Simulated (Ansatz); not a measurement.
## HfO2 with yttrium replacing Hf: gradients before and after relaxing the atoms

Start: a supercell of HfO2 (fluorite type, Fm-3m) built from a structure deposited in the COD, with all atoms left at the host's positions.

Space group Fm-3m (No. 225); a = 10.2300 Å.

| site | Wyckoff | site symmetry | x | y | z |
| --- | --- | --- | --- | --- | --- |
| Y | 4a | m-3m | 0.0000 | 0.0000 | 0.0000 |
| Hf2 | 24d | m.mm | 0.2500 | 0.2500 | 0.0000 |
| Hf8 | 4b | m-3m | 0.5000 | 0.5000 | 0.5000 |
| O9 | 32f | .3m | 0.1250 | 0.1250 | 0.1250 |
| O12 | 32f | .3m | 0.6250 | 0.3750 | 0.3750 |

One atom of each set is listed; the run and its k-mesh use a cell of 24 atoms with edges of 7.23, 7.23, 7.23 Å.

The numbers come from a DFT calculation in Ansatz (PBE, plane waves and PAW, scalar-relativistic, collinear spin, 420 eV cutoff, Γ-centred 3×3×3 k-points, Fermi–Dirac smearing 0.01 eV). Start moments as typed (μB): 1 on each Y, none on the rest.

The largest force at the start is 1.9 eV/Å. Relaxing the ions at fixed cell moves them by 0.095 Å at most (atom 9, O) and 0.057 Å rms.

| site | moved (Å) | first shell before | first shell after | V_zz before (10²¹ V/m²) | η before |
| --- | --- | --- | --- | --- | --- |
| Y | 0.000 | 8 O at 2.21 Å | 8 O at 2.31 Å | 0.00 | – |
| Hf2 | 0.000 | 8 O at 2.21 Å | 8 O at 2.19–2.23 Å | 2.79 | 0.52 |
| O9 | 0.095 | 1 Y at 2.21 Å, 3 Hf at 2.21 Å | 3 Hf at 2.19 Å, 1 Y at 2.31 Å | -2.10 | 0.00 |
| O12 | 0.030 | 4 Hf at 2.21 Å | 4 Hf at 2.18–2.23 Å | -0.084 | 0.00 |

(1) How do the gradients change?

Results:

(1) 

```csv
site,V_zz after,η after,change of V_zz
Y,0.00,–,0.00
Hf2,6.04,0.44,+3.25
O9,-1.33,0.00,+0.77
O12,-0.81,0.00,-0.73
```

The largest change of V_zz is on Hf2, from 2.79 to 6.04. In per cent, |V_zz| changes by +117 on Hf, -37 on O (all sites that start above 2). On Hf2 V_xx and V_yy change places (or their axes turn by over 50°), so the two values of η hide a larger change. Other sites without a gradient aren't listed.

The defect repeats with the cell of 24 atoms, so it feels its images: sites between two images don't show the values beside a lone defect, and zeros or small values of η there can come from the images' arrangement. This high-symmetry form of HfO2 is unstable when cold, to shifts of the oxygen columns, towards the tetragonal form. The symmetry of the cell holds that distortion back, wholly or in part, and it would change the field gradients, the more the larger the distortion. The defect cell has no gap above 0.1 eV on its mesh, so the values can hang on the smearing and the k-mesh. Without spin–orbit coupling the gradients at and beside Hf can be off by some per cent, at some sites by more. The start moments die out, and the run ends without spin.
Before: The neighbours have not yet relaxed around the defect (largest force 1.9 eV/Å), so a real crystal will differ.
After: The relaxation keeps the site symmetry m-3m of the start, so the impurity can't leave its site; a distortion that would localise the partly filled state isn't explored.
